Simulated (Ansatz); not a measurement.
Consider the following.

Lu:
```cif
data_Lu2
_chemical_formula_sum 'Lu2'
_space_group_name_H-M_alt 'P63/mmc'
_space_group_IT_number 194
_space_group_name_Hall '-P 6c 2c'
_cell_length_a 3.50387
_cell_length_b 3.50387
_cell_length_c 5.45544
_cell_angle_alpha 90.000
_cell_angle_beta 90.000
_cell_angle_gamma 120.000
loop_
_atom_site_label
_atom_site_type_symbol
_atom_site_symmetry_multiplicity
_atom_site_Wyckoff_symbol
_atom_site_fract_x
_atom_site_fract_y
_atom_site_fract_z
_atom_site_occupancy
Lu1 Lu 2 d 0.66667 0.33333 0.25000 1
```

This is the r²SCAN-relaxed structure.

Task: All from r²SCAN (plane waves, PAW; program Ansatz), unless another level is named. Give the density of states at the Fermi level.

Result: 1.7 states/eV per atom (mean over ±0.08 eV).

Task: Next, the gap with spin–orbit coupling?

Result: none (metallic).

Space group P6_3/mmc (hcp (Mg type)). The r²SCAN relaxation kept the symmetry of its start; of distortions, only those at the zone centre were tested. Scalar-relativistic: spin–orbit coupling is off unless named, which matters more the heavier the elements.

Potentials: the later of the program's two PAW sets.
